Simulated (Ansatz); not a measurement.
As (A7 type, space group R-3m)

```yaml
crystal:
  lattice:
    - [1.88053, 1.08572, 3.57784]
    - [-1.88053, 1.08572, 3.57784]
    - [0.00000, -2.17144, 3.57784]
  atoms:
    - { symbol: As, position: [0.22600, 0.22600, 0.22600] }
    - { symbol: As, position: [0.77400, 0.77400, 0.77400] }
```

Two coordinates are scanned: the volume, and the ratio of the stretch along z (the conventional c axis) to the stretch across it. Atoms keep their fractional coordinates.

The numbers are results of r2SCAN+rVV10 (plane waves to 500 eV, PAW, scalar-relativistic; Ansatz, an electronic-structure program), not measurements. k mesh 15×15×15 (Γ-centred), Fermi-Dirac smearing 0.05 eV. Compression counts positive. As the atoms are clamped, bonds stretch with the cell, which overstates energies and stresses. With partly filled bands, the response to shear is sensitive to the k mesh, so small differences along c/a are uncertain. As was relaxed with its symmetry unable to fall.

At one point of the scan the stress tensor (GPa) is:

```
   -1.5      0.0      0.0
    0.0     -1.5      0.0
    0.0      0.0      0.7
```

Q: Which point is it?
A. V/V₀ = 1.040, (c/a)/(c/a)₀ = 0.960
B. V/V₀ = 1.000, (c/a)/(c/a)₀ = 0.960
C. V/V₀ = 1.020, (c/a)/(c/a)₀ = 0.960
D. V/V₀ = 0.960, (c/a)/(c/a)₀ = 0.920

A: B, V/V₀ = 1.000, (c/a)/(c/a)₀ = 0.960

(A scan under strain: stresses follow from slopes of the energy per volume, elastic moduli from its curvatures.)
